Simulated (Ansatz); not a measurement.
A geometry of Ir away from equilibrium: the start of the relaxation of a relaxed Ir cell, doubled along one cell vector, shaken by Gaussian noise of σ = 0.08 Å a coordinate. The numbers are results of r2SCAN (plane waves to 500 eV, PAW, scalar-relativistic; Ansatz, an electronic-structure program), not measurements. Γ-centred k-mesh 9×9×5 on the run's cell (coarser than for final values), Fermi–Dirac smearing 0.05 eV.

```xyz
6
Lattice="3.7047 0.0000 0.0000 0.0000 3.7047 0.0000 0.0000 0.0000 7.4094" Properties=species:S:1:pos:R:3:forces:R:3 pbc="T T T" free_energy=-71687.545 pressure_GPa=1.9
Ir     0.0445     1.8955     1.7411   -0.7483    0.0631    0.4588
Ir     0.0062     1.9742     5.4950    0.1331    0.8566   -0.3879
Ir     1.8061    -0.0287     1.8426   -0.0518    0.5942    1.1206
Ir     1.7921     0.1343     5.6213   -0.3106   -1.2535   -0.0129
Ir     1.8660     1.8099     0.0295    0.9680   -0.0597   -0.6973
Ir     1.9717     1.8214     3.7071    0.0096   -0.2007   -0.4813
```

Positions in Å, forces in eV/Å, free energy of the cell in eV (comparable only within this code, potentials and settings). Largest force: 1.29 eV/Å, on Ir4 (atoms numbered as listed); the geometry lies 0.07 eV/atom above the end of its relaxation.

No spin polarisation in the result.

The end of the path is a generated cell of Ir: the first start was made by a random draw of sites in a space group, and the end was not matched to a known phase here, so it may be hypothetical. Known forms of Ir include space group No. 225.
